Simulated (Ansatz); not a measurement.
**B₃C: phonons across the zone**

Method: DFT PBE, scalar-relativistic, plane waves, PAW in Ansatz 0.2.0. Settings: 420 eV plane-wave cutoff, Γ-centred 12×12×12 mesh, Gaussian smearing of 0.10 eV. No spin polarisation. Phonons by linear response, acoustic sum rule imposed.

Equilibrium structure at this level:
```
CELL_PARAMETERS angstrom
2.03653 1.17579 4.67955
-2.03653 1.17579 4.67955
0.00000 -2.35158 4.67955
ATOMIC_POSITIONS crystal
B 0.23698 0.80170 0.80170
B 0.80170 0.80170 0.23698
B 0.80170 0.23698 0.80170
B 0.19830 0.76302 0.19830
B 0.19830 0.19830 0.76302
B 0.76302 0.19830 0.19830
C 0.44601 0.44601 0.44601
C 0.55399 0.55399 0.55399
```

The cell was found from a proposed guess, not taken from experiment. In a metal, frequencies and elastic constants depend on the k mesh and the smearing, soft modes and shear constants most. Some empty bands missed the eigensolver's threshold. The q mesh is coarse, so values between its points are rough.

Force constants from linear response on a 2×2×2 q mesh.

(1) Is the structure dynamically stable on this mesh?

(2) Give the frequencies (cm⁻¹; i marks imaginary ones) at the irreducible q points, in fractions of the reciprocal vectors.

Answers

(1) Yes, on this mesh: no mode is imaginary. Between the mesh points the interpolation dips to 33i cm⁻¹.

(2)
| q | star | frequencies |
| --- | --- | --- |
| 0.000 0.000 0.000 | 1 | 0 0 0 289 289 405 475 502 502 524 524 623 623 625 632 691 691 945 945 988 1015 1015 1144 1294 |
| 0.000 0.000 -0.500 | 3 | 215 343 348 369 413 417 443 476 491 529 531 545 554 580 640 647 745 827 959 997 1024 1103 1167 1235 |
| 0.000 -0.500 -0.500 | 3 | 140 240 286 317 400 413 453 484 488 525 548 551 577 582 632 691 712 910 964 971 1009 1084 1120 1249 |
| -0.500 -0.500 -0.500 | 1 | 179 179 331 331 388 413 470 484 484 536 536 563 563 564 623 728 728 888 946 946 1030 1030 1240 1260 |
